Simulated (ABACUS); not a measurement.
Worked example: self-consistent single point of SrTiO3 (I4/mcm, 10 atoms in the cell; from Materials Project mp-4651) in ABACUS.

Level of theory: LDA (PW92), numerical atomic orbitals TZP (confined pseudo-atomic orbitals with Gaussian additions; energy shift 0.01 Ry), PseudoDojo 0.4 standard norm-conserving LDA (tails mended) pseudopotentials run with ABACUS.

```
CELL_PARAMETERS angstrom
     -2.76117     2.76117     3.92263
      2.76117    -2.76117     3.92263
      2.76117     2.76117    -3.92263
ATOMIC_POSITIONS crystal
  Sr 0.75000 0.25000 0.50000
  Sr 0.25000 0.75000 0.50000
  Ti 0.00000 0.00000 0.00000
  Ti 0.50000 0.50000 0.00000
  O  0.77096 0.27096 0.04192
  O  0.22904 0.72904 0.95808
  O  0.27096 0.22904 0.50000
  O  0.72904 0.77096 0.50000
  O  0.75000 0.75000 0.00000
  O  0.25000 0.25000 0.00000
```

Reference input (self-consistent single point, DFT, LDA (PW92), numerical atomic orbitals TZP (confined pseudo-atomic orbitals with Gaussian additions; energy shift 0.01 Ry), PseudoDojo 0.4 standard norm-conserving LDA (tails mended) pseudopotentials): basis = TZP numerical atomic orbitals, energy shift 0.01 Ry; KPT = Gamma 6 6 6 0 0 0; basis_type = lcao; dft_functional = PWLDA; ecutwfc = 100 Ry; smearing_method = gaussian; smearing_sigma = 0.00367493 Ry; potentials = PseudoDojo 0.4 standard norm-conserving LDA (tails mended); symmetry = 1; symmetry_prec = 1e-05; ks_solver = scalapack_gvx; scf_nmax = 100. This run's input differs from it in these lines:

```diff
@@ -7,3 +7,3 @@
 dft_functional       PWLDA
-ecutwfc              100.0
+ecutwfc              40.0
 symmetry             1
```

Output (repeated stretches shortened):

```
 SELF-CONSISTENT
 -------------------------------------------

                  longest orb rcut (Bohr) = 9.2
   longest nonlocal projector rcut (Bohr) = 1.7
                     search radius (Bohr) = 21.8

                          real space grid = [ 45, 45, 45 ]

                                 init_chg = atomic

 LCAO ALGORITHM --------------- ION=   1  ELEC=   1--------------------------------

 Density error is 0.14162776995
 E_KohnSham     -572.1451387320      -7784.4339697563
 E_Fermi        0.7218899424         9.8218165452

 LCAO ALGORITHM --------------- ION=   1  ELEC=   2--------------------------------

   [... lines left out ...]

   [... 8 blocks of this kind left out ...]

 LCAO ALGORITHM --------------- ION=   1  ELEC=  11--------------------------------

 Density error is 9.12001826781e-07
 E_KohnSham     -573.9397397206      -7808.8507688377
 E_Fermi        0.7641397089         10.3966541093

 LCAO ALGORITHM --------------- ION=   1  ELEC=  12--------------------------------

 Density error is 5.78083650288e-08
 E_KohnSham     -573.9397397205      -7808.8507688358
 E_KS(sigma->0) -573.9397397205      -7808.8507688358
 E_entropy(-TS) -0.0000000000        -0.0000000000
 E_Fermi        0.7641397347         10.3966544600
 charge density convergence is achieved
 final etot is -7808.8507688 eV
 EFERMI = 10.39665446 eV

 STATE ENERGY(eV) AND OCCUPATIONS    NSPIN == 1
   [... 47 lines left out ...]

 TOTAL-FORCE (eV/Angstrom)
                       Sr1         0.0000000000         0.0000000000         0.0000000000
                       Sr2         0.0000000000         0.0000000000         0.0000000000
                       Ti1         0.0000000000         0.0000000000         0.0000000000
                       Ti2         0.0000000000         0.0000000000         0.0000000000
                        O1        -0.0083879289        -0.0083879289         0.0000000000
                        O2         0.0083879289         0.0083879289         0.0000000000
                        O3         0.0083879289        -0.0083879289         0.0000000000
   [... lines left out ...]

 TOTAL-STRESS (KBAR)
       -82.3857969740         0.0000000000        -0.0000000000
         0.0000000000       -82.3857969740        -0.0000000000
        -0.0000000000        -0.0000000000       -84.1160509801
 TOTAL-PRESSURE: -82.962548 KBAR

 --------------------------------------------
 !FINAL_ETOT_IS -7808.8507688357740335 eV
 --------------------------------------------
```

The run converged in 12 iterations. Against the reference run the free energy falls by 5.9 meV/atom, the pressure goes from -8.64 to -8.30 GPa and the gap on the mesh stays at 1.836 eV.

The atom-centred basis is finite, which shifts total energies, pressures and gaps against plane waves. This run is one point of a test of settings, so its values need not be converged; read them against the reference run alone. The structure comes from a collection of computed structures, made at another level of theory; the collection holds predicted forms beside known ones.

Cost on one core: very roughly 30 core-seconds.

The atomic orbitals were generated for these runs; they are not ABACUS's published sets and were checked against plane waves on a few crystals only.

“Tails mended”: in these copies of the files the far tail of each local potential was reset to the Coulomb form.
